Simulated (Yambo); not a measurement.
Yambo run on WSe₂ (space group P6_3/mmc, No. 194). The wavefunctions come from this Quantum ESPRESSO step (PBE, PseudoDojo stringent norm-conserving files, scalar-relativistic):

```
&CONTROL
  calculation = 'nscf'
  pseudo_dir = './pseudo'
  outdir = './out'
/
&SYSTEM
  ibrav = 0
  nat = 6
  ntyp = 2
  ecutwfc = 104.0
  ecutrho = 416.0
  occupations = 'fixed'
  force_symmorphic = .true.
  nbnd = 400
/
&ELECTRONS
  conv_thr = 6.000000000000001e-09
  diago_full_acc = .true.
  diago_thr_init = 1e-08
/
ATOMIC_SPECIES
Se 78.9710 Se.upf
W 183.8400 W.upf
CELL_PARAMETERS angstrom
  3.279951591130   0.000000000000   0.000000000000
 -1.639975795565   2.840521401101   0.000000000000
  0.000000000000   0.000000000000  12.781206251000
ATOMIC_POSITIONS crystal
Se   0.333333333000   0.666666667000   0.881838387200
Se   0.666666666333   0.333333333667   0.118161612800
Se   0.666666666333   0.333333333667   0.381838387200
Se   0.333333333000   0.666666667000   0.618161612800
W   0.666666666333   0.333333333667   0.750000000000
W   0.333333333000   0.666666667000   0.250000000000
K_POINTS automatic
3 3 1 0 0 0
```

Yambo input:

```
rim_cut
gw0
dyson
el_el_corr
HF_and_locXC
ppa
em1d
RandQpts= 1000000
RandGvec= 1 Ry
EXXRLvcs= 104 Ry
VXCRLvcs= 416 Ry
Chimod= "HARTREE"
% BndsRnXp
 39 | 399 |
%
NGsBlkXp= 12 Ry
% LongDrXp
 1.0 | 1.0 | 1.0 |
%
PPAPntXp= 27.2114 eV
% GbndRnge
 1 | 399 |
%
GTermKind= "BG"
DysSolver= "n"
ExtendOut
% QPkrange
 1 | 1 | 62 | 63 |
 3 | 3 | 62 | 63 |
%
```

k points by index: 1 = Γ, 3 = K.

Resulting energies as the program prints them:

```
#    K-point    Band    Eo [eV]    E [eV]    E-Eo [eV]    Vxc [eV]    Vnlxc [eV]    Sc|Eo [eV]    Sc|E [eV]    dSc/dw|Eo [eV]    Re(Z)    Im(Z)
#
    1    62    0.000000    -0.017659    -0.017659    -16.10456    -16.32198    0.195022    0.199760    -7.286230    0.788788    -0.001270
    1    63    2.628527    3.071755    0.443228    -16.02076    -11.43128    -4.032135    -4.146255    -7.004305    0.795286    -0.001588
    3    62    -0.185141    -0.256898    -0.071757    -15.60276    -16.18019    0.486402    0.505672    -7.302925    0.788407    -0.001311
    3    63    1.377182    1.824444    0.447262    -16.29200    -11.34065    -4.380232    -4.504088    -7.533730    0.783169    -0.001349
```
(The two width columns are left out.) Convergence of these settings isn't established.

Spin-orbit coupling is not included.

Geometry relaxed with PBE+D3(BJ).
